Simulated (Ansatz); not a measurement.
Sc3SnB (anti-perovskite, Pm-3m), a = 4.647 Å, b = 4.647 Å, c = 4.647 Å, α = 90.00°, β = 90.00°, γ = 90.00°.

Relaxed with r²SCAN.

### Question
Tabulate the valence density and the electron localisation function along the shortest Sc–Sn contact (3.29 Å), r²SCAN in the plane-wave PAW code Ansatz.

### Answer


```
distance from Sc (Å)  density (e/Å³)   ELF
--------------------  --------------  ----
0.33                            6.56  0.46
0.49                            4.68  0.73
0.66                            2.47  0.77
0.82                            0.98  0.61
0.99                            0.35  0.23
1.15                            0.17  0.07
1.31                            0.13  0.10
1.48                            0.13  0.28
1.64                            0.15  0.51
1.81                            0.18  0.57
1.97                            0.24  0.50
2.14                            0.34  0.37
2.30                            0.55  0.32
2.46                            1.10  0.28
2.63                            2.49  0.17
2.79                            5.40  0.05
2.96                            9.96  0.01
```

The density is the valence pseudo-density with augmentation charge, so density and ELF within about 1 Å of a nucleus are not all-electron values.

The workflow started from an entry of the Crystallography Open Database (COD). Whether it is the stable phase at ambient conditions was not checked. Symmetry was held in the r²SCAN relaxation; its stability against distortions is not shown here. No spin polarisation was allowed. Spin–orbit coupling is left out wherever it is not named.

Potentials: the later of the program's two PAW sets.
